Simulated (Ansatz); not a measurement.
Consider the following.

HfO2 (fluorite, Fm-3m), a = b = c = 5.058 Å, α = β = γ = 90.00°; the cell used has 3 atoms.

This is the r²SCAN-relaxed structure.

All from plane-wave PAW r²SCAN (Ansatz code), unless another level is named. Predict the band gap.

4.30 eV (direct).

And the weight of the valence-edge state by species (Voronoi cells)?

O 97 %, Hf 3 %.

And the valence-band maximum?

at X.

This is a known high-temperature phase of the composition, computed here at zero pressure and temperature. The r²SCAN relaxation kept the symmetry of its start; its stability against distortions is not shown here. No spin polarisation was allowed. Scalar-relativistic: spin–orbit coupling is off unless named, which matters more the heavier the elements.

Potentials: the later of the program's two PAW sets.
